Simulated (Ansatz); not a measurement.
Here is the system:

TlBr:
```xyz
4
Lattice="4.7546 0.0000 0.0000 0.0000 4.7546 0.0000 0.0000 0.0000 8.9325" Properties=species:S:1:pos:R:3 pbc="T T T"
Tl     0.0000     2.3773     0.0000
Tl     2.3773     0.0000     4.4663
Br     0.0000     0.0000     2.2331
Br     0.0000     0.0000     6.6994
```

This is the PBE-relaxed structure.

Q: All from plane-wave PAW PBE (Ansatz code), unless another level is named. Estimate the electron effective mass.

A: 0.71, 0.71, 1.3 mₑ (principal values).

Q: And the hole effective mass?

A: 0.59, 5.5, 5.5 mₑ (principal values).

Q: Predict the formation energy from the elements (no fitted shifts).

A: -751 meV/atom.

Q: And the weight of the conduction-edge state by species (Voronoi cells)?

A: Tl 84 %, Br 16 %.

Q: What about the weight of the valence-edge state by species (Voronoi cells)?

A: Br 74 %, Tl 26 %.

Space group P4_2/mmc. The cell is a constructed one: a structure type filled with these elements; neither database checked (COD, Materials Project) lists it. COD files the formula under space group No. 221, so this cell is another polymorph or a model. Its standing as an ambient phase is unchecked. Symmetry was held in the PBE relaxation; whether a distortion lowers the energy is not shown. The references are the lowest solids computed at this level, not always the standard phases. Scalar-relativistic: spin–orbit coupling is off unless named, which matters more the heavier the elements.

Potentials: the later of the program's two PAW sets.

Edges and masses are those of Kohn–Sham bands, whose gap is no quasiparticle gap.
